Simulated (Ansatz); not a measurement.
Input:

CaZn2Ge2:
```xyz
5
Lattice="-2.1089 2.1089 5.2942 2.1089 -2.1089 5.2942 2.1089 2.1089 -5.2942" Properties=species:S:1:pos:R:3 pbc="T T T"
Ge     0.0000     0.0000     4.0543
Ge     0.0000     0.0000     6.5341
Ca     0.0000     0.0000     0.0000
Zn     0.0000     2.1089     2.6471
Zn     2.1089     0.0000     2.6471
```

This is the PBEsol-relaxed structure.

**Question.** All from PBEsol in the plane-wave PAW code Ansatz, unless another level is named. Predict the bulk modulus (Birch–Murnaghan fit).

**Answer.** 65.6 GPa.

**Question.** Give the highest zone-centre frequency.

**Answer.** 248 cm⁻¹.

Space group I4/mmm. The workflow started from an entry of the Crystallography Open Database (COD). Whether it is the stable phase at ambient conditions was not checked. The PBEsol relaxation kept the symmetry of its start. At this level the phase is dynamically unstable (imaginary phonons). As this level gives no gap, phonon frequencies hold no LO–TO term and depend on the k-mesh and smearing (Fermi–Dirac, 0.1 eV here).

Potentials: the later of the program's two PAW sets.
